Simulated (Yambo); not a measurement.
Yambo run on FeSi (space group P2_13, No. 198). The wavefunctions are PBEsol (Quantum ESPRESSO, PseudoDojo norm-conserving, 90 Ry, scalar-relativistic) ones on a 4×4×4 mesh (40 occupied bands); a = b = c = 4.402 Å, α = β = γ = 90.00°.

Yambo input:

```
rim_cut
gw0
dyson
el_el_corr
HF_and_locXC
ppa
em1d
RandQpts= 1000000
RandGvec= 1 Ry
EXXRLvcs= 90 Ry
VXCRLvcs= 360 Ry
Chimod= "HARTREE"
% BndsRnXp
 17 | 82 |
%
NGsBlkXp= 7 Ry
% LongDrXp
 1.0 | 1.0 | 1.0 |
%
PPAPntXp= 27.2114 eV
% GbndRnge
 1 | 146 |
%
GTermKind= "BG"
DysSolver= "n"
ExtendOut
% QPkrange
 3 | 3 | 40 | 40 |
 4 | 4 | 40 | 41 |
%
```

k points by index: 3 = X, 4 = (0, 0.25, 0.25).

Table of the .qp output:

```
#    K-point    Band    Eo [eV]    E [eV]    E-Eo [eV]    Vxc [eV]    Vnlxc [eV]    Sc|Eo [eV]    Sc|E [eV]    dSc/dw|Eo [eV]    Re(Z)    Im(Z)
#
    3    40    0.000000    0.811098    0.811098    -26.66283    -28.27249    2.772109    2.420764    -11.78828    0.697728    -0.001946
    4    40    -0.025434    0.741188    0.766621    -25.74219    -28.13691    3.484708    3.161339    -11.47950    0.703297    -0.001916
    4    41    0.146468    1.010951    0.864482    -27.00044    -24.21043    -1.545837    -1.925522    -11.95055    0.694837    -0.001963
```
(The two width columns are left out.) Convergence of these settings isn't established.

Geometry of the Materials Project entry, not relaxed at this level.

The runs are not spin-polarised; magnetic order was not tried.
